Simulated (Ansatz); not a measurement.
SiC:
```
CELL_PARAMETERS angstrom
      0.00000     2.17817     2.17817
      2.17817     0.00000     2.17817
      2.17817     2.17817     0.00000
ATOMIC_POSITIONS crystal
  C  0.75000 0.75000 0.75000
  Si 0.00000 0.00000 0.00000
```

Relaxed with r²SCAN.

Give the Bader charges and basin volumes of the independent atoms, r²SCAN (plane waves, PAW; program Ansatz).



```json
[
 {"atom": "C1", "Bader charge (e)": "-2.87", "Bader volume (Å³)": "16.4"},
 {"atom": "Si2", "Bader charge (e)": "+2.87", "Bader volume (Å³)": "4.3"}
]
```

Space group F-43m (zinc blende). Symmetry was held in the r²SCAN relaxation.

Potentials: the later of the program's two PAW sets.
